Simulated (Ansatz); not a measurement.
## Notes on CaGa2Ni

```
Ca Ni Ga
1.0
     4.03366    0.00000    0.00000
     2.01683   -5.15112    0.00000
     0.00000    0.00000   -6.91780
Ca Ni Ga
2 2 4
Direct
  0.44210 0.11580 0.25000
  0.55790 0.88420 0.75000
  0.28140 0.43720 0.75000
  0.71860 0.56280 0.25000
  0.16080 0.67840 0.44320
  0.83920 0.32160 0.94320
  0.83920 0.32160 0.55680
  0.16080 0.67840 0.05680
```

Single point in Ansatz 0.2.0 with r2SCAN, no spin polarisation. Cutoff 500 eV, PAW datasets, 7×7×4 Γ-centred k mesh, fermi-dirac filling (width 0.014 eV).

Where is the largest force?

The largest is on Ga5 (and as large on other atoms): 0.14 eV/Å, components (0.00, 0.13, 0.06). It makes 84° with the line to a nearest neighbour, Ni3 at 2.46 Å.

Is there a gap?

It is a metal, with about 3.8 states/eV a cell as the mean within 0.25 eV of the Fermi level, mostly Ga p (53 %) and Ni d (25 %).

Which element gives electrons and which takes them?

Bader charges in e: Ca +1.36, Ga -0.29, Ni -0.78. In the mean Ca gives up most and Ni takes most.

What do density and ELF say about some of the short contacts?

Ni–Ga at 2.46 Å: least valence density 0.36 e/Å³ and ELF 0.37 there. Ga–Ga at 2.67 Å: least valence density 0.28 e/Å³ and ELF 0.47 there. Ca–Ni at 2.85 Å: least valence density 0.15 e/Å³ and ELF 0.10 there. Both are smooth PAW fields, read partly inside the augmentation spheres.

Is it stable against the elements?

-0.53 eV an atom against the elements' usual phases (free molecules for gases, crystals otherwise, with no correction for O₂ or N₂), so it is bound against them; other compounds may still compete. Relaxing would lower it.

Origin: a database entry at a rescaled volume. Caveats: no spin polarisation, so a magnetic state may lie lower.
